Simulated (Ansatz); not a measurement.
A geometry of Te₂Mo away from equilibrium: the start of the relaxation of a generated cell, Te2Mo placed in the 2H-MoS2 structure type. Calculation: PBEsol (plane waves to 420 eV, PAW, scalar-relativistic; Ansatz, an electronic-structure program). Γ-centred k-mesh 7×7×2 on the run's cell (coarser than for final values), Fermi–Dirac smearing 0.05 eV.

```xyz
6
Lattice="3.7271 0.0000 0.0000 -1.8635 3.2277 0.0000 0.0000 0.0000 14.4967" Properties=species:S:1:pos:R:3:forces:R:3 pbc="T T T" free_energy=-37402.040 pressure_GPa=-7.9
Mo     0.0000     2.1518     3.6242    0.0000    0.0000    0.0000
Mo     1.8635     1.0759    10.8725    0.0000    0.0000    0.0000
Te     0.0000     2.1518     9.0967    0.0000    0.0000    0.6156
Te     1.8635     1.0759     1.8483    0.0000    0.0000    0.6156
Te     1.8635     1.0759     5.4000    0.0000    0.0000   -0.6156
Te     0.0000     2.1518    12.6484    0.0000    0.0000   -0.6156
```

Positions in Å, forces in eV/Å, free energy of the cell in eV (comparable only within this code, potentials and settings). Largest force: 0.62 eV/Å, on Te3, Te4, Te5, Te6 (atoms numbered as listed); the geometry lies 0.11 eV/atom above the end of its relaxation.

No spin polarisation in the result. Without a van der Waals term the distances between weakly bound units are poorly fixed.

The run could not lose the symmetry of its start.
